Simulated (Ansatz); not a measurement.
GaRu$_{3}$C:
```cif
data_CGaRu3
_chemical_formula_sum 'Ga1 Ru3 C1'
_space_group_name_H-M_alt 'Pm-3m'
_space_group_IT_number 221
_space_group_name_Hall '-P 4 2 3'
_cell_length_a 3.97778
_cell_length_b 3.97778
_cell_length_c 3.97778
_cell_angle_alpha 90.000
_cell_angle_beta 90.000
_cell_angle_gamma 90.000
loop_
_atom_site_label
_atom_site_type_symbol
_atom_site_symmetry_multiplicity
_atom_site_Wyckoff_symbol
_atom_site_fract_x
_atom_site_fract_y
_atom_site_fract_z
_atom_site_occupancy
Ga1 Ga 1 a 0.00000 0.00000 0.00000 1
Ru1 Ru 3 c 0.00000 0.50000 0.50000 1
C1 C 1 b 0.50000 0.50000 0.50000 1
```

Relaxed with PBEsol.

Question: Decompose the optical modes at the zone centre into irreducible representations, and say which are infrared and Raman allowed.

Answer: Point group m-3m: Γ_opt = 3T1u + T2u. Infrared: T1u. Raman: none.

Question: Assign frequencies (DFPT, DFT-PBEsol in the program Ansatz with PAW potentials).

Answer: T2u 43i, T1u 126, T1u 171, T1u 565 cm⁻¹.

The start of the workflow was typed in or built on a structure type; neither database checked (COD, Materials Project) lists it. Its standing as an ambient phase is unchecked. Symmetry was held in the PBEsol relaxation; phonons show weakly imaginary modes. The run is not spin-polarised. As this level gives no gap, phonon frequencies hold no LO–TO term and depend on the k-mesh and smearing (Fermi–Dirac, 0.1 eV here).

Potentials: the earlier of the program's two PAW sets. The files were generated under PBE; for other functionals the program regenerates the frozen cores, and for LDA and PBEsol the local potential too.
